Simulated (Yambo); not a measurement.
Absorption of Ba2MoCdO6 (space group Fm-3m, No. 225) with and without the electron-hole interaction (Yambo, LDA bands; 4×4×4 mesh, 18 valence and 12 conduction bands, static screening with 99 bands and a 3 Ry block, scissor 1.39 eV, Tamm-Dancoff; field along x).

| E (eV) | Im ε, BSE | Im ε, independent quasiparticles |
|---|---|---|
| 1.91 | 0.11 | 0.09 |
| 2.01 | 0.12 | 0.09 |
| 2.11 | 0.13 | 0.10 |
| 2.21 | 0.14 | 0.11 |
| 2.31 | 0.16 | 0.11 |
| 2.41 | 0.18 | 0.12 |
| 2.51 | 0.21 | 0.13 |
| 2.61 | 0.26 | 0.14 |
| 2.71 | 0.32 | 0.16 |
| 2.81 | 0.41 | 0.17 |
| 2.91 | 0.58 | 0.19 |
| 3.01 | 0.92 | 0.22 |
| 3.12 | 1.60 | 0.24 |
| 3.22 | 2.45 | 0.28 |
| 3.32 | 2.07 | 0.33 |
| 3.42 | 1.48 | 0.40 |
| 3.52 | 1.42 | 0.49 |
| 3.62 | 1.62 | 0.65 |
| 3.72 | 1.87 | 0.93 |
| 3.82 | 2.15 | 1.44 |
| 3.92 | 2.39 | 2.16 |
| 4.02 | 2.56 | 2.73 |
| 4.12 | 2.43 | 3.03 |
| 4.22 | 2.10 | 3.23 |
| 4.32 | 1.95 | 3.42 |
| 4.42 | 1.91 | 3.71 |
| 4.52 | 1.79 | 3.68 |
| 4.62 | 1.89 | 3.59 |
| 4.72 | 2.14 | 4.05 |
| 4.82 | 2.42 | 5.08 |
| 4.92 | 3.02 | 6.16 |
| 5.02 | 3.62 | 7.45 |
| 5.13 | 3.80 | 8.31 |
| 5.23 | 4.17 | 8.70 |
| 5.33 | 5.19 | 7.55 |
| 5.43 | 6.35 | 6.03 |
| 5.53 | 6.57 | 5.43 |
| 5.63 | 6.07 | 5.02 |
| 5.73 | 7.34 | 4.18 |
| 5.83 | 8.02 | 3.86 |
| 5.93 | 7.63 | 3.74 |
| 6.03 | 6.53 | 3.65 |
| 6.13 | 4.58 | 4.08 |
| 6.23 | 3.80 | 4.68 |
| 6.33 | 3.77 | 5.17 |
| 6.43 | 3.76 | 4.18 |
| 6.53 | 3.87 | 3.20 |
| 6.63 | 4.12 | 3.16 |
| 6.73 | 4.57 | 3.48 |
| 6.83 | 5.25 | 3.44 |
| 6.93 | 6.28 | 3.15 |
| 7.03 | 6.91 | 2.86 |
| 7.14 | 7.37 | 2.75 |
| 7.24 | 6.19 | 2.95 |
| 7.34 | 4.77 | 3.50 |
| 7.44 | 4.55 | 4.35 |
| 7.54 | 4.45 | 4.85 |
| 7.64 | 4.25 | 4.94 |
| 7.74 | 4.09 | 4.69 |
| 7.84 | 4.52 | 4.60 |
| 7.94 | 4.40 | 4.10 |
| 8.04 | 4.29 | 3.92 |
| 8.14 | 3.89 | 4.29 |
| 8.24 | 3.44 | 4.72 |
| 8.34 | 3.31 | 4.68 |
| 8.44 | 3.48 | 4.73 |
| 8.54 | 3.57 | 4.91 |
| 8.64 | 3.62 | 4.94 |
| 8.74 | 3.74 | 4.85 |
| 8.84 | 3.54 | 4.54 |

The scissor comes from a G0W0 run whose convergence isn't established. Broadening 0.15 eV. The band window holds all transitions up to 9.1 eV. Fine structure above the onset can come from the mesh.

Spin-orbit splittings are left out.

Geometry of the Materials Project entry, not relaxed at this level; primitive cell a = b = c = 5.993 Å, α = β = γ = 60.00°.

The structure is a Materials Project entry; no match was found in the copy of COD used, and its stability was not checked.
